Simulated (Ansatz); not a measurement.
BeCo:
```
CELL_PARAMETERS angstrom
      2.56587     0.00000     0.00000
      0.00000     2.56587     0.00000
      0.00000     0.00000     2.56587
ATOMIC_POSITIONS crystal
  Be 0.50000 0.50000 0.50000
  Co 0.00000 0.00000 0.00000
```
The run is spin-polarised; directions of the spins, atom by atom: 0 ↑.

Relaxed with PBEsol. Special points in fractions of this cell's reciprocal vectors: Γ (0.000, 0.000, 0.000); X (0.000, 0.500, 0.000); M (0.500, 0.500, 0.000); R (0.500, 0.500, 0.500).

### Question
List the band energies nearest the Fermi level at these points for DFT-PBEsol in the program Ansatz with PAW potentials.

### Answer
In eV from the Fermi level; about four levels below and three above (degenerate sets whole), none deeper than 8.9 eV; points with the same levels are listed once.

| k | below | above |
|---|---|---|
| Γ ↑ | -2.99 -2.99 -0.25 -0.25 -0.25 | 7.86 7.86 7.86 |
| X ↑ | -2.48 -1.51 -1.51 -0.14 | 1.31 12.81 12.81 |
| M ↑ | -1.39 -1.39 -1.03 -1.03 | 0.48 6.58 7.41 |
| R ↑ | -4.19 -4.19 -4.19 | 0.53 0.53 6.80 6.80 6.80 |
| Γ ↓ | -2.70 -2.70 | 0.23 0.23 0.23 |
| X ↓ | -4.23 -2.16 -1.10 -1.10 | 0.34 1.65 12.84 12.84 |
| M ↓ | -1.40 -1.40 -0.59 -0.59 | 0.88 6.77 7.63 |
| R ↓ | -3.95 -3.95 -3.95 | 0.93 0.93 6.86 6.86 6.86 |

Space group Pm-3m (CsCl type). A made-up cell: these elements were put on the sites of a structure type; the Crystallography Open Database files this formula in space group No. 221, but the cells were not matched. Its standing as an ambient phase is unchecked. Symmetry was held in the PBEsol relaxation; its stability against distortions is not shown here. The final state is ferromagnetic, the only order run, not a proven ground state. The cell computed holds one magnetic atom, so no antiferromagnetic order was within reach.

Potentials: the earlier of the program's two PAW sets. The files were generated under PBE; for other functionals the program regenerates the frozen cores, and for LDA and PBEsol the local potential too.
